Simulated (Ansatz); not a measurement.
BiBr$_{3}$ in space group C2/m (No. 12; Bi on 4g, Br on 8j, Br on 4i), the program Ansatz at the r²SCAN+D4 level (PAW). The conduction-band minimum lies at A, with 1 equivalent valley. Second derivatives d²E/dk² of the lowest band at one valley (eV·Å²), along Cartesian directions:

```json
[
 {"direction": "[100]", "d²E/dk²": "15.09"},
 {"direction": "[010]", "d²E/dk²": "15.98"},
 {"direction": "[001]", "d²E/dk²": "2.891"},
 {"direction": "[110]", "d²E/dk²": "15.54"},
 {"direction": "[101]", "d²E/dk²": "10.74"},
 {"direction": "[011]", "d²E/dk²": "9.438"}
]
```

Task: Find the principal effective masses, the density-of-states mass and the conductivity mass.

Result: Off-diagonal terms follow from H_xy = H[110] − (H_xx + H_yy)/2, and m*/mₑ = 7.620 eV·Å² over each eigenvalue: 0.48, 0.50, 2.9. One valley's DOS mass (m₁m₂m₃)^(1/3) = 0.88, conductivity mass 3/(Σ 1/mᵢ) = 0.67 mₑ.

Task: What effective density of states Nc follows at 300 K for parabolic valleys?

Result: Nc = 2.509e19 × 1 × (0.88)^(3/2) ≈ 2.1e19 cm⁻³.

The first step of the workflow began from a Materials Project structure, measured or hypothetical; the Crystallography Open Database files this formula in space group No. 12, but the cells were not matched. Its standing as an ambient phase is unchecked. The r²SCAN+D4 relaxation kept the symmetry of its start; its stability against distortions is not shown here. Scalar-relativistic: spin–orbit coupling is off unless named, which matters more the heavier the elements.

Potentials: the later of the program's two PAW sets.

Edges and masses are those of Kohn–Sham bands, whose gap is no quasiparticle gap.
